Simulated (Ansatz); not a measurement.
Space group Pm-3m (No. 221). a = 3.931 Å, b = 3.931 Å, c = 3.931 Å, α = 90.00°, β = 90.00°, γ = 90.00°
| atom | site | symmetry | x | y | z |
| --- | --- | --- | --- | --- | --- |
| Mn | 3c | 4/mm.m | 0.0000 | 0.5000 | 0.5000 |
| Ir | 1a | m-3m | 0.0000 | 0.0000 | 0.0000 |
| N | 1b | m-3m | 0.5000 | 0.5000 | 0.5000 |

Equation of state of this Mn3IrN structure (not necessarily the ground state), with shape and atoms relaxed at each volume where symmetry leaves them free. It has no gap at any of these volumes. The calculation used DFT r2SCAN, scalar-relativistic, plane waves, PAW (Ansatz 0.2.0).

Cutoff 500 eV; k points 10×10×10 on the computed 5-atom cell (Γ-centred); Gaussian smearing, width 0.10 eV; collinear spin.

```json
{"V (Å³/atom)": "11.422", "E − E(largest V) (meV/atom)": "7.99", "P (GPa)": "12.99"}
{"V (Å³/atom)": "11.786", "E − E(largest V) (meV/atom)": "-13.53", "P (GPa)": "6.02"}
{"V (Å³/atom)": "12.151", "E − E(largest V) (meV/atom)": "-20.05", "P (GPa)": "0.04"}
{"V (Å³/atom)": "12.515", "E − E(largest V) (meV/atom)": "-14.22", "P (GPa)": "-4.47"}
{"V (Å³/atom)": "12.880", "E − E(largest V) (meV/atom)": "0.00", "P (GPa)": "-6.80"}
```

**Question.** Fit a third-order Birch–Murnaghan equation to E(V).

**Answer.** V0 = 12.14 Å³/atom, B0 = 172 GPa, B0' = 8.2.

The state reached may not be the lowest one. Spin-orbit coupling is left out, which matters for the bands of heavy elements. The program reads another magnetic order as possibly lower. Moments started parallel, and an antiferromagnetic order may lie lower.